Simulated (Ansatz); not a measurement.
# Nb6ZnAu2 single point

The input, for Ansatz 0.2.0 (plane waves, PAW):

```yaml
crystal:
  lattice:
    - [0.0, 5.02585, 0.0]
    - [4.626595, -2.512925, 0.0]
    - [1.200895, 0.0, -8.469695]
  atoms:
    - { symbol: Au, position: [0.14474, 0.28948, 0.75097] }
    - { symbol: Au, position: [0.85526, 0.71052, 0.24903] }
    - { symbol: Zn, position: [0.0, 0.0, 0.0] }
    - { symbol: Nb, position: [0.4703, 0.9406, 0.7247] }
    - { symbol: Nb, position: [0.5297, 0.0594, 0.2753] }
    - { symbol: Nb, position: [0.2926, 0.5852, 0.0705] }
    - { symbol: Nb, position: [0.7074, 0.4148, 0.9295] }
    - { symbol: Nb, position: [0.1736, 0.3472, 0.4092] }
    - { symbol: Nb, position: [0.8264, 0.6528, 0.5908] }
  symmetry: { tolerance: 0.0003 }
kpoints:
  mp_grid: { grid: [6, 6, 4], shift: [0, 0, 0] }
  band_path:
    path:
      - [0.0, 0.0, 0.0]
      - [0.65047016, -0.32523508, 0.0]
      - [0.34952984, -0.67476492, 0.0]
      - [0.0, -0.5, 0.0]
      - [0.0, 0.0, 0.0]
      - [0.0, -0.5, -0.5]
      - [0.37237883, -0.68618942, -0.5]
      - [0.62762117, -0.31381058, -0.5]
      - [0.0, 0.0, -0.5]
      - [0.0, 0.0, 0.0]
      - [0.5, -0.5, -0.5]
    npoints: 6
magnetization:
  spin_polarized: false
scf:
  occupations: { method: fermi_dirac }
  lower_state_search: "off"
  max_iter: 200
hamiltonian:
  pseudopotentials: { kind: paw }
  xc: pbesol
basis:
  ecutwfc: 420
  fft_grid_basis: typed
output:
  forces: true
  stress: true
  eigenvalues: true
  bader: true
  populations: true
  elf: true
  write_potential: true
  volumetric_format: npy
  dos:
    e_range: [-12, 8]
    de: 0.05
    projected: { site_lists: { Au: [Au], Nb: [Nb], Zn: [Zn] } }
checkpoint:
  read: saved_state
```

The saved state is an earlier solution for the same cell, perhaps on another mesh. 

Parts of the output:

```
Pseudopotentials: kind: paw
Pseudopotential: Au, paw, valence charge 19, recommended cutoff 420 eV (normal), Au.paw.azcp
Pseudopotential: Zn, paw, valence charge 12, recommended cutoff 420 eV (normal), Zn.paw.azcp
Pseudopotential: Nb, paw, valence charge 13, recommended cutoff 420 eV (normal), Nb.paw.azcp
Functional definition: PBEsol
  exchange = pbesol_x
  correlation = pbesol_c
Crystal: 9 atoms, lattice volume = 196.942 Å³
Basis set: ecut = 420 eV, 3859 PW (Γ), exchange–correlation on 72×72×120 points (8 copies of the dense FFT grid, shifted against one another)
Bands: 77, of which v1, the nominal top of the filled ones, is band 64 counted from 1 (63 counted from 0)
Symmetry: 4 space group operations
Space group: C2/m (ITA 12), of the structure as read, at distance tolerance 1.7e-3 Å
k-points: 47 of 144
Initial density: read from a saved state, or passed on in memory by an earlier SCF of this step, an earlier step, the calling program or the single point that the run made first
Functional: x = pbesol(κ = 0.804, μ = 0.1235), c = pbesol(β = 0.046)
SCF iter   1: F=—  Δρ=1.37e-3  dr2=1.03e-2
SCF iter   2: F=—  Δρ=7.35e-4  dr2=3.00e-3
SCF iter   3: F=—  Δρ=3.29e-4  dr2=3.00e-4
SCF iter   4: F=—  Δρ=1.11e-4  dr2=4.60e-5
SCF iter   5: F=—  Δρ=4.31e-5  dr2=2.99e-6
SCF iter   6: F=—  Δρ=9.19e-6  dr2=2.58e-7
SCF iter   7: F=-56262.1246 eV  Δρ=2.98e-6  dr2=2.46e-8
Free energy (F): -56262.1246 eV
Harris-Foulkes:  -56262.1246 eV  (|F-HF|=1.50e-8)
Internal energy: -56261.7220 eV  (E = F + TS)
E sigma→0 (E₀):  -56261.9233 eV
Entropy (-TS):   -0.4026 eV (-44.736 meV/atom)
Fermi energy:    13.4746 eV
--- Per-component energies (eV) ---
  E_band       = -1375.5695
  E_kinetic    = 3653.1837
  E_local      = -11879.1832  (includes V_loc(G=0)·N_el)
  E_nonlocal   = 1490.9641
  E_hartree    = 4484.8602
  E_xc         = -1614.1407
  E_vxc        = -1848.1120  (∫ρ·V_xc dr)
  E_paw        = -39019.9468  (= ΣΔE_a)
  E_vpaw       = -1762.1500  (= ΣTr[D̂ρ^β])
  E_aug_tail   = 0.0024  (compensation charges beyond the density's cutoff)
  E_ewald      = -13380.0104
  E_core_change = 2.5486  (= ΣΔE_core)
  E_smearing   = -0.4026  (= −TS)
--- Stress (GPa, compression-positive) ---
      -22.7011       0.0000       1.4928
        0.0000     -24.6708       0.0000
        1.4928       0.0000     -18.8530
  P = ⅓ Tr σ = -22.0749 GPa (-220.749 kbar)
--- Löwdin populations: 9 sites ---
  site symbol       q [e]
     0     Au     18.5936
     1     Au     18.5936
     2     Zn     10.9448
     3     Nb     13.0015
     4     Nb     13.0015
     5     Nb     13.2906
     6     Nb     13.2906
     7     Nb     13.0606
     8     Nb     13.0606
  spilling = 0.0091 (of n_electrons = 128.0000)
--- Bader charges: 9 sites ---
  site symbol  charge [e]  shift [e]
     0     Au     -1.2932     0.0013
     1     Au     -1.2931     0.0013
     2     Zn      0.0538     0.0025
     3     Nb      0.5428     0.0000
     4     Nb      0.5428     0.0000
     5     Nb      0.3311     0.0000
     6     Nb      0.3311     0.0000
     7     Nb      0.3923     0.0000
     8     Nb      0.3923     0.0000
```

Origin: a known structure type with other elements, at an estimated volume, so it need not be a known compound. Caveats: many states at the Fermi level without spin polarisation, so a magnetic state may lie lower; atoms or cell far from equilibrium.
